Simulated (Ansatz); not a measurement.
CH2O on a (100) slab of TiC (Fm-3m (No. 225)), 4 planes, outer planes TiC (top) and TiC (bottom), 1 a cell of 36.8 Å², relaxed and still whole (its atoms last):

```
CELL_PARAMETERS angstrom
6.06863 0.00000 0.00000
0.00000 6.06863 0.00000
0.00000 0.00000 25.77335
ATOMIC_POSITIONS crystal
Ti 0.25000 0.25000 0.31040
Ti 0.25000 0.75000 0.31040
Ti 0.75000 0.25000 0.31040
Ti 0.75000 0.75000 0.31040
C 0.50000 0.50000 0.31040
C 0.50000 0.00000 0.31040
C 0.00000 0.50000 0.31040
C 0.00000 0.00000 0.31040
Ti 0.50000 0.50000 0.39365
Ti 0.50000 0.00000 0.39365
Ti 0.00000 0.50000 0.39365
Ti 0.00000 0.00000 0.39365
C 0.75000 0.75000 0.39365
C 0.75000 0.25000 0.39365
C 0.25000 0.75000 0.39365
C 0.25000 0.25000 0.39365
Ti 0.75068 0.75088 0.47621
Ti 0.75075 0.24916 0.47617
Ti 0.24913 0.75098 0.47618
Ti 0.24927 0.24929 0.47616
C 0.99987 0.00002 0.47682
C 0.99993 0.50018 0.47669
C 0.50000 0.00003 0.47679
C 0.50003 0.50013 0.47649
Ti 0.00007 0.00085 0.56012
Ti 0.00009 0.49979 0.55678
Ti 0.49948 0.00031 0.55700
Ti 0.49982 0.50021 0.55680
C 0.25109 0.25138 0.56190
C 0.25061 0.74907 0.56238
C 0.74898 0.25122 0.56228
C 0.74896 0.74897 0.56221
C 0.91734 0.86149 0.67819
O 0.99439 0.00411 0.65023
H 0.83604 0.71401 0.66146
H 0.92562 0.87920 0.72100
```

These are results of DFT PBE+D3(BJ), scalar-relativistic, plane waves, PAW in Ansatz 0.2.0, not measurements. Cutoff 420 eV; k points 3×3×1 on the computed 36-atom cell (Γ-centred); Gaussian smearing, width 0.10 eV; no spin polarisation. The cell repeats along c with a dipole correction in the vacuum.

It binds with 0.54 eV a molecule against the clean slab and the free molecule (no zero-point or thermal terms); its shortest contact is O–Ti 2.32 Å. Take first-order desorption with no barrier to adsorption, no reaction on the face and an assumed prefactor of 10^13 s⁻¹.

Q: How long does a molecule stay at 473 K?

A: τ = ν⁻¹·exp(E/k_BT) with k_BT = 0.0408 eV: E/k_BT = 13.2, so τ ≈ 6×10^-8 s. At about one hit a site a second (10⁻⁶ mbar) the coverage is near τ × 1 s⁻¹, so a layer needs roughly 2×10^1 mbar.

Q: Where does its peak lie in a desorption experiment heated at 5 K/s?

A: The peak obeys E/(k_B·T_p²) = (ν/β)·exp(−E/k_BT_p). Solving gives T_p ≈ 207 K (E/k_BT_p = 30.2). An error of 0.1 eV in E moves it by about 38 K, and larger molecules have larger prefactors, which lowers it.

Q: Is this physisorption or chemisorption?

A: The tightest contact, O–Ti 2.32 Å, is 1.03 times the sum of covalent radii, and deformation and lateral interaction add up to +0.05 eV. This is chemisorption.

Spin polarisation was left out, and a magnetic state may lie lower.